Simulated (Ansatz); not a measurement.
MnCO₃: does the functional change the magnetic order?

```
Mn C O
1.0
     2.38650    1.37785    5.21400
    -2.38650    1.37785    5.21400
     0.00000   -2.75569    5.21400
Mn C O
2 2 6
Direct
  0.00000 0.00000 0.00000
  0.50000 0.50000 0.50000
  0.25000 0.25000 0.25000
  0.75000 0.75000 0.75000
  0.51950 0.98050 0.25000
  0.25000 0.51950 0.98050
  0.98050 0.25000 0.51950
  0.48050 0.01950 0.75000
  0.75000 0.48050 0.01950
  0.01950 0.75000 0.48050
```

The same starts (parallel, antiparallel patterns that fit this cell, and no moments) were run with plane-wave PAW DFT (Ansatz 0.2.0; atoms fixed, collinear spin, no spin-orbit coupling; 6×6×6 Γ-centred mesh, fermi-dirac occupations of width 0.050 eV) at these levels: r2SCAN, 500 eV; r2SCAN with U_eff = 2.7 eV on Mn d (all-electron-ortho-atomic projectors), 500 eV.

How do order, exchange and moments depend on the level?

The runs give, at zero smearing:

```tsv
level	lowest state	mean moment on Mn (μB)	parallel less best compensated antiparallel (meV per Mn)	gain over no moments (meV per Mn)
r2SCAN	antiparallel, compensated	4.27	+20	3668
r2SCAN + U	antiparallel, compensated	4.32	+9	4665
```

Site moments are taken in small spheres that don't touch (radius about 0.4 of the atom's shortest bond), so those of the magnetic atoms read low. Both levels favour antiparallel moments: the difference runs from +9 to +20 meV per Mn. The U weakens the coupling, as expected where exchange goes by hopping and scales with the inverse of the on-site repulsion.

The cell is that of a Crystallography Open Database entry, unchanged.

Caveats: only orders that fit this cell were tried, so the true order may need a larger cell or canted moments; atoms and cell are held at the entry's values; differences under about 5 meV per magnetic atom weren't tested against a denser mesh or another U, and are taken as unresolved; the U is a value in common use, not computed for this crystal; the state without moments isn't the paramagnet, so the last column is no ordering energy, and a U inflates it.
